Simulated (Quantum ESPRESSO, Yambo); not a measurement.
KPF₆ (space group R-3, No. 148): one geometry, one set of PBEsol (Quantum ESPRESSO, PseudoDojo norm-conserving, 84 Ry, scalar-relativistic) orbitals, self-energies from Yambo (2×2×2 Γ-centred k mesh, 157 bands and a 7 Ry block in the screening, 157 bands in G with the Bruneval-Gonze terminator, plasmon pole fitted at 27.2 eV).

| level | gap Γ → Γ (eV) |
|---|---|
| PBEsol (Quantum ESPRESSO) | 7.50 |
| exchange only (Hartree-Fock self-energy on PBEsol orbitals) | 20.64 |
| static COHSEX@PBEsol | 13.35 |
| G0W0@PBEsol, plasmon pole | (withheld) |
| G0W0@PBEsol, multipole fit to 8 frequencies, no terminator | 12.11 |
| G0W0@PBEsol, plasmon pole, no terminator | (withheld) |

Problem. What belongs in the gaps?

Solution. 
- G0W0@PBEsol, plasmon pole, gap Γ → Γ (eV): 12.27
- G0W0@PBEsol, plasmon pole, no terminator, gap Γ → Γ (eV): 12.21

Bare exchange has no screening and gives the widest gap; static COHSEX screens it but leaves out the frequency dependence, which G0W0 restores.

Nearest settings tried, and what they do to the gap: 105 bands in W, 105 bands in G: +112 meV; 6 Ry block (195 vectors against 225): +26 meV. Not varied: mesh. So the settings aren't converged at that level. The k mesh is coarse.

Geometry of the Materials Project entry, not relaxed at this level; primitive cell a = 4.723 Å, b = 4.723 Å, c = 4.723 Å, α = 97.80°, β = 97.80°, γ = 97.80°.

The structure is a Materials Project entry; no match was found in the copy of COD used, and its stability was not checked.
